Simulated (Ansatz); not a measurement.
Tl:
Space group P6₃/mmc (No. 194); a = 3.3854 Å, b = 3.3854 Å, c = 5.4882 Å, α = 90.00°, β = 90.00°, γ = 120.00°

```
atom  site  symmetry       x       y       z
----  ----  --------  ------  ------  ------
Tl      2d      -6m2  0.6667  0.3333  0.2500
```

Relaxed with LDA.

Problem. Which orbitals make up the states near the Fermi level in LDA in the plane-wave PAW code Ansatz?

Solution. Within 0.5 eV of the Fermi level: Tl 6p 74 %, Tl 6s 23 %. Projections are on Löwdin-orthogonalised atomic valence shells; empty p or d shells of many metals are not among them.

Problem. Tabulate the density of states.

Solution. States/eV per cell of 2 atoms, in 0.25 eV bins, energy from the Fermi level.

| E (eV) | total | Tl 6p | Tl 6s | Tl 5d |
|---|---|---|---|---|
| -7.85 | 0.47 | 0.21 | 0.23 | 0.02 |
| -7.60 | 0.50 | 0.22 | 0.25 | 0.02 |
| -7.35 | 0.52 | 0.23 | 0.27 | 0.02 |
| -7.10 | 0.55 | 0.24 | 0.29 | 0.02 |
| -6.85 | 0.59 | 0.25 | 0.31 | 0.03 |
| -6.60 | 0.62 | 0.25 | 0.34 | 0.03 |
| -6.35 | 0.66 | 0.25 | 0.38 | 0.03 |
| -6.10 | 0.72 | 0.26 | 0.43 | 0.03 |
| -5.85 | 0.83 | 0.27 | 0.53 | 0.04 |
| -5.60 | 0.84 | 0.25 | 0.55 | 0.04 |
| -5.35 | 0.85 | 0.22 | 0.59 | 0.03 |
| -5.10 | 0.82 | 0.19 | 0.59 | 0.03 |
| -4.85 | 0.78 | 0.16 | 0.59 | 0.03 |
| -4.60 | 0.90 | 0.18 | 0.69 | 0.03 |
| -4.35 | 1.34 | 0.24 | 1.06 | 0.03 |
| -4.10 | 1.34 | 0.16 | 1.14 | 0.03 |
| -3.85 | 0.67 | 0.06 | 0.60 | 0.01 |
| -3.60 | 0.09 | 0.00 | 0.08 | 0.00 |
| -3.35 | 0.00 | 0.00 | 0.00 | 0.00 |
| -3.10 | 0.00 | 0.00 | 0.00 | 0.00 |
| -2.85 | 0.03 | 0.02 | 0.00 | 0.00 |
| -2.60 | 0.12 | 0.11 | 0.01 | 0.00 |
| -2.35 | 0.28 | 0.25 | 0.02 | 0.00 |
| -2.10 | 0.40 | 0.36 | 0.04 | 0.00 |
| -1.85 | 0.52 | 0.45 | 0.06 | 0.01 |
| -1.60 | 0.66 | 0.56 | 0.09 | 0.01 |
| -1.35 | 0.86 | 0.72 | 0.12 | 0.01 |
| -1.10 | 1.30 | 1.07 | 0.19 | 0.02 |
| -0.85 | 1.21 | 0.96 | 0.21 | 0.02 |
| -0.60 | 1.00 | 0.79 | 0.18 | 0.02 |
| -0.35 | 0.88 | 0.67 | 0.19 | 0.01 |
| -0.10 | 0.76 | 0.55 | 0.18 | 0.01 |
| 0.15 | 0.80 | 0.58 | 0.19 | 0.01 |
| 0.40 | 0.93 | 0.70 | 0.20 | 0.01 |
| 0.65 | 1.03 | 0.79 | 0.21 | 0.01 |
| 0.90 | 0.98 | 0.74 | 0.20 | 0.01 |
| 1.15 | 0.84 | 0.64 | 0.17 | 0.01 |
| 1.40 | 1.01 | 0.80 | 0.17 | 0.01 |
| 1.65 | 1.10 | 0.89 | 0.17 | 0.02 |
| 1.90 | 1.02 | 0.81 | 0.17 | 0.01 |
| 2.15 | 0.90 | 0.71 | 0.15 | 0.01 |
| 2.40 | 0.91 | 0.72 | 0.15 | 0.01 |
| 2.65 | 1.01 | 0.82 | 0.14 | 0.01 |
| 2.90 | 1.04 | 0.84 | 0.14 | 0.01 |
| 3.15 | 1.00 | 0.82 | 0.13 | 0.01 |
| 3.40 | 1.01 | 0.83 | 0.12 | 0.01 |
| 3.65 | 1.00 | 0.83 | 0.11 | 0.01 |
| 3.90 | 1.12 | 0.94 | 0.11 | 0.01 |
| 4.15 | 1.28 | 1.09 | 0.10 | 0.01 |
| 4.40 | 1.27 | 1.08 | 0.10 | 0.01 |
| 4.65 | 1.26 | 1.07 | 0.09 | 0.01 |

Space group P6_3/mmc (hcp (Mg type)). Symmetry was held in the LDA relaxation. Axis ratios of metals converge slowly with the k-mesh, so a and c are less sure than the volume. Scalar-relativistic: spin–orbit coupling is off unless named, which matters more the heavier the elements.

Potentials: the later of the program's two PAW sets.
